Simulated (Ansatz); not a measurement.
Is this Li7Bi structure a true minimum?

The cell was found from a structure generator's guess, not taken from experiment.

Method: DFT PBE, scalar-relativistic, plane waves, PAW in Ansatz 0.2.0. Settings: cutoff 420 eV, Γ-centred mesh 8×8×8 on the computed 8-atom cell, Gaussian smearing of 0.10 eV; no spin polarisation.

The cell below (8 atoms, space group Fm-3m (No. 225)) is relaxed within its symmetry.

```
Li Bi
1.0
     0.00000    4.30275    4.30275
     4.30275    0.00000    4.30275
     4.30275    4.30275    0.00000
Li Bi
7 1
Direct
  0.50000 0.00000 0.00000
  0.00000 0.50000 0.50000
  0.00000 0.50000 0.00000
  0.50000 0.00000 0.50000
  0.00000 0.00000 0.50000
  0.50000 0.50000 0.00000
  0.50000 0.50000 0.50000
  0.00000 0.00000 0.00000
```

For the test it was strained at random (σ = 1.5 % a component), the atoms were moved at random (σ = 0.15 Å), and all was relaxed again on a coarse 4×4×4 mesh (in the run’s order of axes) with 0.20 eV smearing, with no symmetry imposed.

These runs have no spin–orbit coupling, which can matter for Bi.

Question: Does it come back?

Answer: It doesn't return. The energy falls by 13 meV/atom on that mesh, the volume changes by 0.0 %, and the end has space group Cm (No. 8) at a loose tolerance. Relaxed again on an 8×8×8 mesh with 0.10 eV smearing, the new structure lies 6 meV/atom below the first (mesh in the axes of the run's cell; the cell below is made exact in the group named). Space group I4mm (No. 107), tetragonal, a = 6.381 Å, c = 7.761 Å. Around Li on a site of symmetry m lie 8 Li at 2.87–3.17 Å, 2 Bi at 2.97–3.03 Å and 2 Li at 3.49 Å; Li on a site of symmetry 2mm is surrounded by 8 Li at 2.94–3.02 Å, 2 Bi at 3.20 Å and 2 Li at 3.24 Å; around Li on a site of symmetry 4mm lie 4 Li at 2.87 Å, 1 Bi at 3.11 Å and 8 Li at 3.17–3.24 Å; Bi is surrounded by 13 Li at 2.97–3.20 Å.

```cif
data_structure
_symmetry_space_group_name_H-M 'P 1'
_symmetry_Int_Tables_number 1
_cell_length_a 5.9512
_cell_length_b 5.9512
_cell_length_c 5.9512
_cell_angle_alpha 115.159
_cell_angle_beta 115.159
_cell_angle_gamma 98.612
_cell_volume 158.00
loop_
_atom_site_label
_atom_site_type_symbol
_atom_site_fract_x
_atom_site_fract_y
_atom_site_fract_z
_atom_site_occupancy
Li1 Li 0.97860 0.97860 0.45350 1
Li2 Li 0.52510 0.52510 0.54650 1
Li3 Li 0.97860 0.52510 0.00000 1
Li4 Li 0.52510 0.97860 0.00000 1
Li5 Li 0.50987 0.00987 0.50000 1
Li6 Li 0.00987 0.50987 0.50000 1
Li7 Li 0.44016 0.44016 0.00000 1
Bi1 Bi 0.03959 0.03959 0.00000 1
```
